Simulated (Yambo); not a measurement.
Material: GaN (wurtzite, space group P6_3mc, No. 186); a = 3.184 Å, b = 3.184 Å, c = 5.187 Å, α = 90.00°, β = 90.00°, γ = 120.00° (4 atoms in the cell). Cell and atoms were relaxed with PBEsol from Materials Project entry mp-804, within its symmetry.

With PBE (stringent potentials; Quantum ESPRESSO, PseudoDojo norm-conserving, 114 Ry, without SOC), the gap between the mesh's edge points (Γ → Γ) is 1.963 eV.

### Question
By how much does one-shot G0W0 (Yambo; 6×6×2 Γ-centred k mesh, bands 9 to 215 and a 15 Ry block in the screening, 215 bands in G with the Bruneval-Gonze terminator, plasmon pole fitted at 27.2 eV) open this gap, and what gap results?

### Answer
The correction is 0.965 eV, giving 2.928 eV, 1.5 times the PBE value.  Nearest settings tried, and what they do to the gap: 119 bands in G: +22 meV; 119 bands in W, 119 bands in G: +23 meV; 9 Ry block (147 vectors against 325): -55 meV. Not varied: mesh. So the settings aren't converged at that level. Spin-orbit splittings are left out.
